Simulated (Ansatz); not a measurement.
Cu Kα1 powder pattern (kinematic, no thermal factors).
```
2θ (°)  relative intensity  assignment
 19.60                  20       1 1 1
 22.67                   8       2 0 0
 32.28                  19       2 2 0
 38.05                 100       3 1 1
 39.81                  53       2 2 2
 46.29                  10       4 0 0
 50.73                   8       3 3 1
 57.56                   8       4 2 2
 61.41                  35       5 1 1
 67.55                  28       4 4 0
 71.10                   3       5 3 1
 72.26                   2       4 4 2
 76.86                   2       6 2 0
 80.25                  10       5 3 3
 81.37                  18       6 2 2
 85.82                   2       4 4 4
 89.14                   3       7 1 1
```

The pattern is computed from a structure relaxed with Ansatz, DFT PBE, scalar-relativistic, plane waves, PAW. No spin polarisation. Its elements are As, S.

Task: Give the structure.

Result: As5S.
Space group F-43m (No. 216). a = 7.838 Å, b = 7.838 Å, c = 7.838 Å, α = 90.00°, β = 90.00°, γ = 90.00°
| atom | site | symmetry | x | y | z |
| --- | --- | --- | --- | --- | --- |
| As | 4c | -43m | 0.2500 | 0.2500 | 0.2500 |
| As | 16e | .3m | 0.6316 | 0.1316 | 0.1316 |
| S | 4a | -43m | 0.0000 | 0.0000 | 0.0000 |

A pattern alone doesn't exclude other cells with like lines; this is the one computed.

Another cell of As5S relaxed alike, in P-6m2, lies 0.42 eV/atom lower, so this cell isn't the stable form at this level.

It was reached by relaxing an invented guess, and it needn't be the stable form of this composition.
